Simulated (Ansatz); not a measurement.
Starting structure, (010) slab as cut from the bulk (TiSi2, Fddd (No. 70), (0 1 0) face):

```yaml
crystal:
  lattice:
    - [4.78069, 0.00000, 0.00000]
    - [-2.39034, 4.25811, 0.00000]
    - [0.00000, 0.00000, 26.72776]
  atoms:
    - { symbol: Si, position: [0.00000, 0.00000, 0.28061] }
    - { symbol: Ti, position: [0.50000, 0.50000, 0.30750] }
    - { symbol: Si, position: [0.50000, 0.00000, 0.33440] }
    - { symbol: Si, position: [0.00000, 0.50000, 0.35761] }
    - { symbol: Ti, position: [0.00000, 0.00000, 0.38450] }
    - { symbol: Si, position: [0.50000, 0.50000, 0.41140] }
    - { symbol: Si, position: [0.50000, 0.00000, 0.43460] }
    - { symbol: Ti, position: [0.00000, 0.50000, 0.46150] }
    - { symbol: Si, position: [0.00000, 0.00000, 0.48840] }
    - { symbol: Si, position: [0.50000, 0.50000, 0.51160] }
    - { symbol: Ti, position: [0.50000, 0.00000, 0.53850] }
    - { symbol: Si, position: [0.00000, 0.50000, 0.56540] }
    - { symbol: Si, position: [0.00000, 0.00000, 0.58860] }
    - { symbol: Ti, position: [0.50000, 0.50000, 0.61550] }
    - { symbol: Si, position: [0.50000, 0.00000, 0.64239] }
    - { symbol: Si, position: [0.00000, 0.50000, 0.66560] }
    - { symbol: Ti, position: [0.00000, 0.00000, 0.69250] }
    - { symbol: Si, position: [0.50000, 0.50000, 0.71939] }
```

All numbers below come from DFT r2SCAN, scalar-relativistic, plane waves, PAW in Ansatz 0.2.0. Cutoff 500 eV; k points 8×8×1 on the computed 18-atom cell (Γ-centred); Gaussian smearing, width 0.10 eV; no spin polarisation. A dipole correction removes the field between periodic images along c.

All atoms are free. The cell is fixed. Force threshold 0.02 eV/Å.

(1) Where does it end?

Answers

(1) The energy falls by 0.331 eV in 6 steps, to:

```
CELL_PARAMETERS angstrom
4.78069 0.00000 0.00000
-2.39034 4.25811 0.00000
0.00000 0.00000 26.72776
ATOMIC_POSITIONS crystal
Si 0.00000 0.00000 0.28768
Ti 0.50000 0.50000 0.30928
Si 0.50000 0.00000 0.33378
Si 0.00000 0.50000 0.35025
Ti 0.00000 0.00000 0.38670
Si 0.50000 0.50000 0.41162
Si 0.50000 0.00000 0.43364
Ti 0.00000 0.50000 0.45926
Si 0.00000 0.00000 0.48816
Si 0.50000 0.50000 0.51184
Ti 0.50000 0.00000 0.54074
Si 0.00000 0.50000 0.56636
Si 0.00000 0.00000 0.58838
Ti 0.50000 0.50000 0.61330
Si 0.50000 0.00000 0.64975
Si 0.00000 0.50000 0.66622
Ti 0.00000 0.00000 0.69072
Si 0.50000 0.50000 0.71232
```

Cost: 1 run of about 33 core-minutes, on AMD EPYC 7R43 (Zen 3) (shared hosts).